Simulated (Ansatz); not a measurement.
Ag (fcc, Cu type)

```
CELL_PARAMETERS angstrom
      0.00000     2.02719     2.02719
      2.02719     0.00000     2.02719
      2.02719     2.02719     0.00000
ATOMIC_POSITIONS crystal
  Ag 0.00000 0.00000 0.00000
```

E(V) scan at fixed shape, V₀ the volume above. Symmetry pins the atoms to their sites.

Method: PBEsol (plane waves to 420 eV, PAW, scalar-relativistic; Ansatz, an electronic-structure program). k mesh 20×20×20 (Γ-centred), Fermi-Dirac smearing 0.05 eV. E stands for the smeared free energy. Compression counts positive. Ag was relaxed with its symmetry unable to fall. ΔE is measured from the relaxed starting cell. The last digit holds for this mesh only.

| V (Å³/atom) | ΔE (meV/atom) |
|---|---|
| 13.996 | withheld |
| 14.529 | 137.4 |
| 15.062 | 71.4 |
| 15.595 | 29.4 |
| 16.128 | 6.8 |
| 16.662 | 0.0 |
| 17.195 | 5.9 |
| 17.728 | 22.1 |
| 18.261 | 46.6 |
| 18.794 | 77.7 |
| 19.327 | 114.0 |

Task: Fit a third-order Birch-Murnaghan form (E₀, V₀, B₀, B₀′ free) to the given rows and predict ΔE at V = 13.996.

Result: Least squares on the 10 given rows: ΔE = E₀ + (9V₀B₀/16)·y²·[2 + (B₀′ − 4)y], y = (V₀/V)^(2/3) − 1, with V₀ = 16.661 Å³/atom, B₀ = 119.1 GPa (160.2 GPa = 1 eV/Å³; the term in eV is multiplied by 1000), B₀′ = 5.65, E₀ = 0.00 meV/atom; root-mean-square residual 0.05 meV/atom. At 13.996 the fit gives 233.1 meV/atom; the calculation gives 233.1 meV/atom, the same to the digits shown. For the pressure the fit gives 33.9 GPa against the computed 33.9 GPa.

(A scan under strain: stresses follow from slopes of the energy per volume, elastic moduli from its curvatures.)
